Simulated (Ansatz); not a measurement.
LuBi:
```yaml
crystal:
  lattice:
    - [0.00000, 3.03091, 3.03091]
    - [3.03091, 0.00000, 3.03091]
    - [3.03091, 3.03091, 0.00000]
  atoms:
    - { symbol: Lu, position: [0.50000, 0.50000, 0.50000] }
    - { symbol: Bi, position: [0.00000, 0.00000, 0.00000] }
```

Relaxed with LDA. Special points in fractions of this cell's reciprocal vectors: Γ (0.000, 0.000, 0.000); X (0.500, 0.000, 0.500); U (0.625, 0.250, 0.625); K (0.375, 0.375, 0.750); L (0.500, 0.500, 0.500); W (0.500, 0.250, 0.750).

**Question.** List the band energies nearest the Fermi level at these points for the program Ansatz at the LDA level (PAW).

**Answer.** In eV from the Fermi level; about four levels below and three above (degenerate sets whole), none deeper than 8.9 eV; points with the same levels are listed once.

```
k                          below                above
-  -----------------------------  -------------------
Γ        -5.45 -5.42 -5.42 -5.42       1.11 1.11 1.11
X        -3.42 -0.83 -0.83 -0.49  1.65 2.98 3.74 3.74
U  -5.43 -5.43 -3.25 -3.13 -1.43       0.83 3.24 3.34
L        -5.41 -5.09 -1.89 -1.89       2.79 2.93 2.93
W        -5.42 -2.80 -2.80 -2.77       2.44 2.45 2.45
```

Space group Fm-3m (rock salt). The workflow started from a Materials Project entry (that database holds measured and hypothetical structures alike); the Crystallography Open Database copy checked does not list it. With Lu and Bi taken as one species the cell has the higher symmetry Pm-3m, so it may be an ordered model of a mixed-site phase. Its standing as an ambient phase is unchecked. The LDA relaxation kept the symmetry of its start; of distortions, only those at the zone centre were tested. Scalar-relativistic: spin–orbit coupling is off unless named, which matters more the heavier the elements.

Potentials: the later of the program's two PAW sets.
